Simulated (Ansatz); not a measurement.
Consider a crystal of Rb2TiNiC6N6 in space group Fm-3m (No. 225), with Rb on 8c; Ti on 4a; Ni on 4b; C on 24e; N on 24e. A trial structure of Rb2TiNiC6N6 was built thus: cyanide-bridged rock-salt net of two metals, 2 guest cations a cell.

The calculation used DFT PBE, scalar-relativistic, plane waves, PAW (Ansatz). Cutoff 420 eV, Γ-centred mesh, Gaussian smearing, collinear spin.

The zero of energy is the elements' standard structures at the same level (N₂ as a molecule); no fitted shifts are applied.

Question: Give the relaxed lattice parameters and positions.

Answer:

Space group Fm-3m (No. 225). a = 10.787 Å, b = 10.787 Å, c = 10.787 Å, α = 90.00°, β = 90.00°, γ = 90.00°
```
atom  site  symmetry       x       y       z
  Rb    8c      -43m  0.2500  0.7500  0.7500
  Ti    4a      m-3m  0.0000  0.0000  0.0000
  Ni    4b      m-3m  0.5000  0.0000  0.0000
   C   24e      4m.m  0.2020  0.0000  0.0000
   N   24e      4m.m  0.3111  0.0000  0.0000
```

Rb is surrounded by 12 C at 3.85 Å and 12 N at 3.87 Å; around Ti lie 6 C at 2.18 Å; Ni is surrounded by 6 N at 2.04 Å; C is surrounded by 1 N at 1.18 Å, 1 Ti at 2.18 Å, 4 C at 3.08 Å, 1 Ni at 3.21 Å, 4 N at 3.81 Å, 4 Rb at 3.85 Å and 4 N at 4.00 Å; around N lie 1 C at 1.18 Å, 1 Ni at 2.04 Å, 4 N at 2.88 Å, 1 Ti at 3.36 Å, 4 C at 3.81 Å, 4 Rb at 3.87 Å and 4 C at 4.00 Å. Another local minimum with the same sites may exist.

Question: And its energy and gap?

Answer: The formation energy is +0.03 eV/atom. The gap on the 6×6×6 mesh of the 16-atom cell is 0 eV (a metal), the net moment per atom is 0.25 μB and the moment by site is Ti 0.8; Ni 1.6 μB. The formation energy is too near zero to say whether this cell lies below the elements.

The last run used collinear spin and Gaussian smearing of 0.10 eV. For metals, differences of a few meV/atom aren't resolved. The reference form of C is held partly by dispersion forces, which this level lacks. The magnetic state reached may not be the lowest. Symmetry constrained the relaxation, so the result can be a saddle point. Site moments count only spheres around the atoms; the net moment includes the space between them.
